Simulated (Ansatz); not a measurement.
The cell below belongs to a search over invented structures; it isn't taken from experiment.

Input and command of a plane-wave DFT calculation in Ansatz:

```yaml
crystal:
  lattice:
    - [0.0, 5.133032283, 5.133032283]
    - [5.133032283, 0.0, 5.133032283]
    - [5.133032283, 5.133032283, 0.0]
  atoms:
    - { symbol: K, position: [0.25, 0.25, 0.25] }
    - { symbol: K, position: [0.75, 0.75, 0.75] }
    - { symbol: Mn, position: [0.5, 0.5, 0.5], spin: 0.87 }
    - { symbol: Os, position: [0.0, 0.0, 0.0] }
    - { symbol: C, position: [0.8029791081, 0.1970208919, 0.1970208919] }
    - { symbol: C, position: [0.1970208919, 0.8029791081, 0.1970208919] }
    - { symbol: C, position: [0.1970208919, 0.1970208919, 0.8029791081] }
    - { symbol: C, position: [0.1970208919, 0.8029791081, 0.8029791081] }
    - { symbol: C, position: [0.8029791081, 0.1970208919, 0.8029791081] }
    - { symbol: C, position: [0.8029791081, 0.8029791081, 0.1970208919] }
    - { symbol: "N", position: [0.6880973839, 0.3119026161, 0.3119026161] }
    - { symbol: "N", position: [0.3119026161, 0.6880973839, 0.3119026161] }
    - { symbol: "N", position: [0.3119026161, 0.3119026161, 0.6880973839] }
    - { symbol: "N", position: [0.3119026161, 0.6880973839, 0.6880973839] }
    - { symbol: "N", position: [0.6880973839, 0.3119026161, 0.6880973839] }
    - { symbol: "N", position: [0.6880973839, 0.6880973839, 0.3119026161] }
basis:
  ecutwfc: 420
kpoints:
  mp_grid: { grid: [6, 6, 6] }
hamiltonian:
  xc: pbe
scf:
  occupations: { method: gaussian, width: 0.1 }
output:
  forces: true
  stress: true
  eigenvalues: true
  populations: true
  write_density: true
  write_potential: true
  elf: true
  volumetric_format: npy
magnetization:
  spin_polarized: true
relax:
  adjacent_minimum: "off"
  f_tol: 0.01
  max_steps: 80
  cell: { stress_tol: 0.05 }
```

```bash
ansatz run input.yaml --threads 1 --pin off --max-ram 2560MiB --backend cpu --events-out ev --progress --plain --runs-dir out
```

Processor: Intel(R) Xeon(R) 6975P-C (Granite Rapids), 1 thread, on a host shared with other jobs.

Problem. How long does it run, and how much memory does it take?

Solution. About 77 s, peak memory 0.93 GiB. It solves 68 bands at 16 k points (after reduction by symmetry) with about 5209 plane waves (on the last cell), in 33 SCF iterations over 3 ionic steps.
